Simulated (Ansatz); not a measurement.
Piezoelectric tensor of CdS

Level of theory: DFT LDA, scalar-relativistic, plane waves, PAW in Ansatz 0.2.0. Cutoff 420 eV, 8×8×8 k-points (Γ-centred), fixed occupations. No spin polarisation.

The cell, relaxed at this level:
```
CELL_PARAMETERS angstrom
0.00000 2.87825 2.87825
2.87825 0.00000 2.87825
2.87825 2.87825 0.00000
ATOMIC_POSITIONS crystal
Cd 0.00000 0.00000 0.00000
S 0.25000 0.25000 0.25000
```

(1) Give the relaxed-ion proper piezoelectric stress tensor e_iJ (C/m², Voigt columns xx yy zz yz xz xy).

(2) With the elastic constants (GPa, Voigt order)
C11 = 81.7, C12 = 61.3, C13 = 61.3, C22 = 81.7, C23 = 61.3, C33 = 81.7, C44 = 27.8, C55 = 27.8, C66 = 27.8 GPa; the others vanish.
find the strain coefficients d = e·C⁻¹ (pC/N).

Results:

(1)
```
x   0.000 0.000 0.000 0.302 0.000 0.000
y   0.000 0.000 0.000 0.000 0.302 0.000
z   0.000 0.000 0.000 0.000 0.000 0.302
```
Signs follow the orientation of the cell as given.

(2)
```
x    0.0  0.0  0.0 10.9  0.0  0.0
y    0.0  0.0  0.0  0.0 10.9  0.0
z    0.0  0.0  0.0  0.0  0.0 10.9
```

This zinc-blende form isn't the usual stable structure of the compound.

Cost: 1 run of about 0.81 core-minutes, on Intel Xeon 6975P-C (Granite Rapids) (shared hosts).